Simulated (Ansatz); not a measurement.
ZnO (wurtzite)

```
CELL_PARAMETERS angstrom
      3.22975     0.00000     0.00000
     -1.61488     2.79705     0.00000
      0.00000     0.00000     5.21478
ATOMIC_POSITIONS crystal
  Zn 0.66667 0.33333 0.00204
  Zn 0.33333 0.66667 0.50204
  O  0.66667 0.33333 0.62316
  O  0.33333 0.66667 0.12316
```

Scan: atom 2 (Zn, nearest neighbour O at 1.969 Å; its periodic images, 3.2 Å or more away, move with it) is displaced towards the nearest neighbour, direction (0.820, -0.474, 0.321) in Cartesian axes, by s. The other atoms stay.

These are PBEsol (plane waves to 420 eV, PAW, scalar-relativistic; Ansatz, an electronic-structure program) values and carry that method's errors. k mesh 9×9×5 (Γ-centred), Fermi-Dirac smearing 0.05 eV. E stands for the smeared free energy. ZnO was relaxed with its symmetry unable to fall. The zero of ΔE is the undisplaced structure.

```
s (Å)   ΔE (meV/cell)
------  -------------
-0.390            301
-0.312            219
-0.234            140
-0.156             71
-0.078             21
0.000               0
0.078              28
0.156        withheld
0.234             341
0.312             716
0.390            1330
```

Question: Fit a polynomial form (powers 2, 3, 4) to the given rows and predict ΔE at s = 0.156.

Answer: Least squares on the 10 given rows: ΔE = (3849)·s² + (8544)·s³ + (9924)·s⁴, in meV/cell with s in Å; root-mean-square residual 7.4 meV/cell. At 0.156 the fit gives 132 meV/cell; the calculation gives 129 meV/cell, so the interpolation is off by 3 (+2.3 %). The quadratic term alone would give 94 meV/cell.

(A displaced cell: forces are minus the slopes of the energy, force constants its curvatures, and phonons follow from these.)
